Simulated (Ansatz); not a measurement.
## NaLaZnS₃O₁₂ — ¹⁷O NMR of the central transition

Cell: a Materials Project structure (computed, not necessarily an observed phase), atoms as given.

Space group R3c:H (No. 161); a = 9.1224, c = 24.2811 Å, γ = 120.00°.

| site | Wyckoff | site symmetry | x | y | z |
| --- | --- | --- | --- | --- | --- |
| Na | 6a | 3. | 0.0000 | 0.0000 | 0.4896 |
| La | 6a | 3. | 0.0000 | 0.0000 | 0.6478 |
| Zn | 6a | 3. | 0.0000 | 0.0000 | 0.3466 |
| S | 18b | 1 | 0.9751 | 0.3543 | 0.5850 |
| O13 | 18b | 1 | 0.2190 | 0.0314 | 0.3011 |
| O19 | 18b | 1 | 0.7892 | 0.9978 | 0.7011 |
| O25 | 18b | 1 | 0.0318 | 0.8427 | 0.4133 |
| O31 | 18b | 1 | 0.9973 | 0.2029 | 0.5881 |

One atom of each set is listed; the run and its k-mesh use a cell of 36 atoms with edges of 9.66, 9.66, 9.66 Å.

The numbers come from a DFT calculation in Ansatz (PBE, plane waves and PAW, scalar-relativistic, 420 eV cutoff, Γ-centred 3×3×3 k-points, Fermi–Dirac smearing 0.02 eV).

¹⁷O has I = 5/2 and Q = -25.58 mb (Pyykkö 2018); at 18.8 T its Larmor frequency is ν₀ = 108.6 MHz. Only the quadrupole interaction is simulated: positions count from each site's isotropic chemical shift, and J coupling is left out, as are shift anisotropy and dipolar coupling, which fast spinning averages.

**Question.** Give C_Q, η, the quadrupolar product P_Q = |C_Q|(1 + η²/3)^½, the second-order isotropic shift and the breadth of the pattern (fast magic-angle spinning) for each O site.

**Answer.** 

```
site                                         first shell  C_Q (MHz)     η  P_Q (MHz)  δ_QIS (ppm)  breadth (kHz)
 O13           1 S at 1.48 Å, 1 Zn at 2.17 Å, angle 155°      -9.47  0.10       9.49        -45.8           11.0
 O19                  1 S at 1.48 Å; also 1 La at 2.31 Å      -8.11  0.02       8.11        -33.5           7.84
 O25       1 S at 1.49 Å, 1 Zn at 2.27 Å, 1 Na at 2.45 Å      -8.85  0.26       8.96        -40.8           10.1
 O31  1 S at 1.49 Å; also 1 La at 2.36 Å, 1 Na at 3.03 Å      -8.37  0.08       8.38        -35.8           8.54
```

δ_QIS = −(ν_Q²/30ν₀²)[I(I+1) − 3/4](1 + η²/3) × 10⁶ ppm with ν_Q = 3|C_Q|/[2I(2I−1)]; it falls as 1/B₀² in ppm, and the breadth as 1/B₀ in kHz.

At O19 and O31 V_zz points along its bond to S (within 3°) in each case. At O13 V_zz points along the shorter of its two bonds, to S (within 6°). At O25 V_zz points along its shortest bond, to S (within 6°).

The largest force is 0.4 eV/Å, so the atoms aren't at the calculated equilibrium and relaxing them would move these values.

The run took 4.1 min of wall time (4.1 min of CPU time) and 1.3 GiB at its peak, on 1 thread of Arm Neoverse N1 (aarch64; 8 cores open to the job, memory cap 2.5 GiB, no GPU), a shared host with a load of 0.5 a core.
